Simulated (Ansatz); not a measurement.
Geometry optimisation in Ansatz: input, command and trajectory.

```yaml
crystal:
  lattice:
    - [5.2289821538, 0.0, 0.0]
    - [0.0, 5.2289821538, 0.0]
    - [0.0, 0.0, 5.6232090806]
  atoms:
    - { symbol: Pb, position: [0.25, 0.25, 0.25] }
    - { symbol: Pb, position: [0.75, 0.75, 0.25] }
    - { symbol: Pb, position: [0.25, 0.75, 0.75] }
    - { symbol: Pb, position: [0.75, 0.25, 0.75] }
    - { symbol: O, position: [0.0, 0.0, 0.0] }
    - { symbol: O, position: [0.5, 0.5, 0.5] }
basis:
  ecutwfc: 420
kpoints:
  mp_grid: { grid: [8, 8, 8] }
hamiltonian:
  xc: pbe
scf:
  occupations: { method: gaussian, width: 0.1 }
output:
  forces: true
  stress: true
  eigenvalues: true
relax:
  adjacent_minimum: "off"
  f_tol: 0.008
  max_steps: 40
  cell: { stress_tol: 0.015, fix: [a, b, gamma] }
```

```bash
ansatz run input.yaml --threads 1 --pin off --max-ram 2560MiB --backend cpu --events-out ev --progress --plain --runs-dir out
```

Computed with DFT PBE, scalar-relativistic, plane waves, PAW in Ansatz.

Of 7 frames 6 are shown, positions in Å and forces in eV/Å; the SCF threshold varies from step to step. Steps run on the plane waves of an earlier cell, with a Pulay correction in the pressure. The basis is chosen afresh for the last frame, the zero of the energies, and at times for earlier ones too; energy and pressure step there, also at an unchanged geometry.

```xyz
6
Lattice="5.2290 0.0000 0.0000 0.0000 5.2290 0.0000 0.0000 0.0000 5.6232" Properties=species:S:1:pos:R:3:forces:R:3 pbc="T T T" step=1 free_energy_over_end_meV_per_atom=10.99 pressure_GPa=3.50
Pb    1.3072    1.3072    1.4058    0.0000    0.0000    0.0000
Pb    3.9217    3.9217    1.4058    0.0000    0.0000    0.0000
Pb    1.3072    3.9217    4.2174    0.0000    0.0000    0.0000
Pb    3.9217    1.3072    4.2174    0.0000    0.0000    0.0000
O     0.0000    0.0000    0.0000    0.0000    0.0000    0.0000
O     2.6145    2.6145    2.8116    0.0000    0.0000    0.0000
6
Lattice="5.2290 0.0000 0.0000 0.0000 5.2290 0.0000 0.0000 0.0000 5.8898" Properties=species:S:1:pos:R:3:forces:R:3 pbc="T T T" step=2 free_energy_over_end_meV_per_atom=1.96 pressure_GPa=0.60
Pb    1.3072    1.3072    1.4724    0.0000    0.0000    0.0000
Pb    3.9217    3.9217    1.4724    0.0000    0.0000    0.0000
Pb    1.3072    3.9217    4.4173    0.0000    0.0000    0.0000
Pb    3.9217    1.3072    4.4173    0.0000    0.0000    0.0000
O     0.0000    0.0000    0.0000    0.0000    0.0000    0.0000
O     2.6145    2.6145    2.9449    0.0000    0.0000    0.0000
6
Lattice="5.2290 0.0000 0.0000 0.0000 5.2290 0.0000 0.0000 0.0000 5.8654" Properties=species:S:1:pos:R:3:forces:R:3 pbc="T T T" step=3 free_energy_over_end_meV_per_atom=1.73 pressure_GPa=0.84
Pb    1.3072    1.3072    1.4663    0.0000    0.0000    0.0000
Pb    3.9217    3.9217    1.4663    0.0000    0.0000    0.0000
Pb    1.3072    3.9217    4.3990    0.0000    0.0000    0.0000
Pb    3.9217    1.3072    4.3990    0.0000    0.0000    0.0000
O     0.0000    0.0000    0.0000    0.0000    0.0000    0.0000
O     2.6145    2.6145    2.9327    0.0000    0.0000    0.0000
6
Lattice="5.2290 0.0000 0.0000 0.0000 5.2290 0.0000 0.0000 0.0000 5.8638" Properties=species:S:1:pos:R:3:forces:R:3 pbc="T T T" step=4 free_energy_over_end_meV_per_atom=1.72 pressure_GPa=0.86
Pb    1.3072    1.3072    1.4660    0.0000    0.0000    0.0000
Pb    3.9217    3.9217    1.4660    0.0000    0.0000    0.0000
Pb    1.3072    3.9217    4.3979    0.0000    0.0000    0.0000
Pb    3.9217    1.3072    4.3979    0.0000    0.0000    0.0000
O     0.0000    0.0000    0.0000    0.0000    0.0000    0.0000
O     2.6145    2.6145    2.9319    0.0000    0.0000    0.0000
6
Lattice="5.2290 0.0000 0.0000 0.0000 5.2290 0.0000 0.0000 0.0000 5.8638" Properties=species:S:1:pos:R:3:forces:R:3 pbc="T T T" step=5 free_energy_over_end_meV_per_atom=0.04 pressure_GPa=0.95
Pb    1.3072    1.3072    1.4660    0.0000    0.0000    0.0000
Pb    3.9217    3.9217    1.4660    0.0000    0.0000    0.0000
Pb    1.3072    3.9217    4.3979    0.0000    0.0000    0.0000
Pb    3.9217    1.3072    4.3979    0.0000    0.0000    0.0000
O     0.0000    0.0000    0.0000    0.0000    0.0000    0.0000
O     2.6145    2.6145    2.9319    0.0000    0.0000    0.0000
6
Lattice="5.2290 0.0000 0.0000 0.0000 5.2290 0.0000 0.0000 0.0000 5.8786" Properties=species:S:1:pos:R:3:forces:R:3 pbc="T T T" step=7 free_energy_over_end_meV_per_atom=0.00 pressure_GPa=0.81
Pb    1.3072    1.3072    1.4696    0.0000    0.0000    0.0000
Pb    3.9217    3.9217    1.4696    0.0000    0.0000    0.0000
Pb    1.3072    3.9217    4.4090    0.0000    0.0000    0.0000
Pb    3.9217    1.3072    4.4090    0.0000    0.0000    0.0000
O     0.0000    0.0000    0.0000    0.0000    0.0000    0.0000
O     2.6145    2.6145    2.9393    0.0000    0.0000    0.0000
```

The run took 4.2 min on 1 thread of Arm Neoverse V1, on a shared host, peak memory 0.62 GiB.

Spin–orbit coupling is left out, which can shift energies with elements as heavy as these.